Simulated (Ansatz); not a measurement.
Geometry optimisation in Ansatz: input, command and trajectory.

```yaml
crystal:
  lattice:
    - [4.2807475829, 0.0, 0.0]
    - [0.0, 4.2807475829, 0.0]
    - [0.0, 0.0, 4.3002259583]
  atoms:
    - { symbol: Ta, position: [0.5, 0.5, 0.5] }
    - { symbol: Cr, position: [0.0, 0.0, 0.0], spin: 4.61 }
    - { symbol: S, position: [0.5, 0.5, 0.0] }
    - { symbol: S, position: [0.5, 0.0, 0.5] }
    - { symbol: S, position: [0.0, 0.5, 0.5] }
basis:
  ecutwfc: 420
kpoints:
  mp_grid: { grid: [4, 4, 4] }
hamiltonian:
  xc: pbe
scf:
  occupations: { method: gaussian, width: 0.1 }
  lower_state_search: "off"
output:
  forces: true
  stress: true
  eigenvalues: true
  populations: true
magnetization:
  spin_polarized: true
relax:
  adjacent_minimum: "off"
  f_tol: 0.04
  max_steps: 70
  cell: { stress_tol: 0.4 }
```

```bash
ansatz run input.yaml --threads 1 --pin off --max-ram 2560MiB --backend cpu --events-out ev --progress --plain --runs-dir out
```

Method: Ansatz, DFT PBE, scalar-relativistic, plane waves, PAW.

Of 8 frames 7 are shown, positions in Å and forces in eV/Å; the SCF threshold varies from step to step. Steps run on the plane waves of an earlier cell, with a Pulay correction in the pressure. The basis is chosen afresh for the last frame, the zero of the energies, and at times for earlier ones too; energy and pressure can step there, also at an unchanged geometry. Here that happened at step 6 (-11 meV/atom, 0.8 GPa); frames between the last choice of the basis and such a step carry an error that grows, as the cell changes, to that size.

```xyz
5
Lattice="4.2807 0.0000 0.0000 0.0000 4.2807 0.0000 0.0000 0.0000 4.3002" Properties=species:S:1:pos:R:3:forces:R:3 pbc="T T T" step=1 free_energy_over_end_meV_per_atom=873.88 pressure_GPa=59.92
Ta    2.1404    2.1404    2.1501    0.0000    0.0000    0.0000
Cr    0.0000    0.0000    0.0000    0.0000    0.0000    0.0000
S     2.1404    2.1404    0.0000    0.0000    0.0000    0.0000
S     2.1404    0.0000    2.1501    0.0000    0.0000    0.0000
S     0.0000    2.1404    2.1501    0.0000    0.0000    0.0000
5
Lattice="4.4894 0.0000 0.0000 0.0000 4.4894 0.0000 0.0000 0.0000 4.5034" Properties=species:S:1:pos:R:3:forces:R:3 pbc="T T T" step=2 free_energy_over_end_meV_per_atom=259.43 pressure_GPa=25.69
Ta    2.2447    2.2447    2.2517    0.0000    0.0000    0.0000
Cr    0.0000    0.0000    0.0000    0.0000    0.0000    0.0000
S     2.2447    2.2447    0.0000    0.0000    0.0000    0.0000
S     2.2447    0.0000    2.2517    0.0000    0.0000    0.0000
S     0.0000    2.2447    2.2517    0.0000    0.0000    0.0000
5
Lattice="4.6753 0.0000 0.0000 0.0000 4.6753 0.0000 0.0000 0.0000 4.6846" Properties=species:S:1:pos:R:3:forces:R:3 pbc="T T T" step=3 free_energy_over_end_meV_per_atom=36.44 pressure_GPa=6.80
Ta    2.3376    2.3376    2.3423    0.0000    0.0000    0.0000
Cr    0.0000    0.0000    0.0000    0.0000    0.0000    0.0000
S     2.3376    2.3376    0.0000    0.0000    0.0000    0.0000
S     2.3376    0.0000    2.3423    0.0000    0.0000    0.0000
S     0.0000    2.3376    2.3423    0.0000    0.0000    0.0000
5
Lattice="4.7934 0.0000 0.0000 0.0000 4.7934 0.0000 0.0000 0.0000 4.7980" Properties=species:S:1:pos:R:3:forces:R:3 pbc="T T T" step=4 free_energy_over_end_meV_per_atom=12.33 pressure_GPa=-1.35
Ta    2.3967    2.3967    2.3990    0.0000    0.0000    0.0000
Cr    0.0000    0.0000    0.0000    0.0000    0.0000    0.0000
S     2.3967    2.3967    0.0000    0.0000    0.0000    0.0000
S     2.3967    0.0000    2.3990    0.0000    0.0000    0.0000
S     0.0000    2.3967    2.3990    0.0000    0.0000    0.0000
5
Lattice="4.7735 0.0000 0.0000 0.0000 4.7735 0.0000 0.0000 0.0000 4.7776" Properties=species:S:1:pos:R:3:forces:R:3 pbc="T T T" step=5 free_energy_over_end_meV_per_atom=11.01 pressure_GPa=-0.11
Ta    2.3867    2.3867    2.3888    0.0000    0.0000    0.0000
Cr    0.0000    0.0000    0.0000    0.0000    0.0000    0.0000
S     2.3867    2.3867    0.0000    0.0000    0.0000    0.0000
S     2.3867    0.0000    2.3888    0.0000    0.0000    0.0000
S     0.0000    2.3867    2.3888    0.0000    0.0000    0.0000
5
Lattice="4.7735 0.0000 0.0000 0.0000 4.7735 0.0000 0.0000 0.0000 4.7776" Properties=species:S:1:pos:R:3:forces:R:3 pbc="T T T" step=6 free_energy_over_end_meV_per_atom=0.33 pressure_GPa=0.67
Ta    2.3867    2.3867    2.3888    0.0000    0.0000    0.0000
Cr    0.0000    0.0000    0.0000    0.0000    0.0000    0.0000
S     2.3867    2.3867    0.0000    0.0000    0.0000    0.0000
S     2.3867    0.0000    2.3888    0.0000    0.0000    0.0000
S     0.0000    2.3867    2.3888    0.0000    0.0000    0.0000
5
Lattice="4.7852 0.0000 0.0000 0.0000 4.7852 0.0000 0.0000 0.0000 4.7856" Properties=species:S:1:pos:R:3:forces:R:3 pbc="T T T" step=8 free_energy_over_end_meV_per_atom=0.00 pressure_GPa=0.06
Ta    2.3926    2.3926    2.3928    0.0000    0.0000    0.0000
Cr    0.0000    0.0000    0.0000    0.0000    0.0000    0.0000
S     2.3926    2.3926    0.0000    0.0000    0.0000    0.0000
S     2.3926    0.0000    2.3928    0.0000    0.0000    0.0000
S     0.0000    2.3926    2.3928    0.0000    0.0000    0.0000
```

The start puts this composition into another compound's structure type, which needn't suit it. The cell swells from 15.8 to 21.9 Å³ an atom, so the end can be far from any stable crystal. At the end the space group is Pm-3m (tolerance 0.05 Å).

The run took 52 s on 1 thread of Arm Neoverse V2, on a shared host, peak memory 0.44 GiB.

The k mesh is coarse. Spin-orbit coupling is left out, which matters for the bands of heavy elements. The cell holds one magnetic atom, so it can only be ferromagnetic; an antiferromagnetic order may lie lower.